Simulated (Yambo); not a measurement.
GaAlP2 (space group P-4m2, No. 115), G0W0@LDA (Yambo, plasmon pole, terminator in G, 4×4×4 mesh): gap Γ → M in eV by bands and screening block.

```csv
bands (W and G),2 Ry,3 Ry,5 Ry,6 Ry,8 Ry
33,…,…,2.20,2.20,2.24
52,1.93,1.95,2.18,2.19,2.24
80,1.89,1.91,2.18,2.18,2.25
113,1.88,1.90,2.18,2.18,…
147,1.88,1.90,2.18,2.19,2.28
```

Q: Estimate the withheld gaps from their neighbours; the computed values follow.

A: 
- 33, 2 Ry: 2.01
- 33, 3 Ry: 2.02
- 113, 8 Ry: 2.27

The largest settings aren't shown to be the converged limit.

The standard potential for Ga keeps a d shell in the valence without the s and p states of that shell. In tests on such compounds this moved G0W0 gaps by up to about 0.9 eV, so absolute quasiparticle energies here are unreliable; differences between settings are what counts.

Spin-orbit coupling is not included.

Geometry relaxed with LDA; primitive cell a = b = 3.8276 Å, c = 5.3994 Å, α = β = γ = 90.00°.

The structure is a Materials Project entry; no match was found in the copy of COD used, and its stability was not checked.
